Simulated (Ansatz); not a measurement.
## Property card for K

K:
```
K
1.0
    2.33347    -4.04079     0.00000
    2.33347     4.04079     0.00000
    0.00000     0.00000     7.54830
K
2
Direct
  0.83333   0.16667   0.25000
  0.16667   0.83333   0.75000
```

Space group P6_3/mmc (No. 194), hcp (Mg type); conventional cell a = 4.6665 Å, b = 4.6665 Å, c = 7.5483 Å, α = 90.00°, β = 90.00°, γ = 120.00°.

Method: PBEsol in the plane-wave PAW code Ansatz. Structure relaxed to zero pressure with the same functional. Other levels are named where they apply.

### Cell and energy

```
Item                 Result
---------------  ----------
Volume per atom    71.17 Å³
Density          0.91 g/cm³
```

### Electronic structure

```
Quantity                                                                    Result
------------------------------------  --------------------------------------------
Electronic character                                             metallic (no gap)
Density of states at the Fermi level  0.81 states/eV per atom (mean over ±0.08 eV)
```

The first step of the workflow began from a Materials Project structure, measured or hypothetical; the Crystallography Open Database copy checked does not list it. It is not the phase usual at ambient conditions (space group No. 229). The cell was relaxed with PBEsol under the symmetry of its start; whether a distortion lowers the energy is not shown. Point labels and valley counts follow the cell and symmetry of the run, lower than the named group. Axis ratios of metals converge slowly with the k-mesh, so a and c are less sure than the volume.

Potentials: the later of the program's two PAW sets.
